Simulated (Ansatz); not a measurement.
Values for one crystal, relaxed and computed with r²SCAN+D4 in the plane-wave PAW code Ansatz; other levels are named.

- Volume per atom: 36.22 Å³
- Band gap: 3.10 eV (smallest direct gap 3.10 eV)
- Hole effective mass: 1.2, 4.8, 8.3 mₑ (principal values)
- Gap with spin–orbit coupling: 2.18 eV
- Electron effective mass with spin–orbit coupling: 0.67, 0.67, 4.6 mₑ (principal values)
- Hole effective mass with spin–orbit coupling: 1.2, 3.6, 17 mₑ (principal values)
- Conduction-band minimum: at A (k = 0.000, 0.000, 0.500)

Pick the material that matches.
(A) SiS2, Ibam (S on 8j, Si on 4a)
(B) Bi2Se3, R-3m (Bi on 6c, Se on 3a, Se on 6c)
(C) TaTe4I, P-1 (Pearson symbol aP12)
(D) BiBr3, C2/m (Bi on 4g, Br on 8j, Br on 4i)

D, BiBr3, C2/m (Bi on 4g, Br on 8j, Br on 4i)

The first step of the workflow began from a Materials Project structure, measured or hypothetical; the Crystallography Open Database files this formula in space group No. 12, but the cells were not matched. Its standing as an ambient phase is unchecked. The cell was relaxed with r²SCAN+D4 under the symmetry of its start; its stability against distortions is not shown here. Scalar-relativistic: spin–orbit coupling is off unless named, which matters more the heavier the elements.

Potentials: the later of the program's two PAW sets.
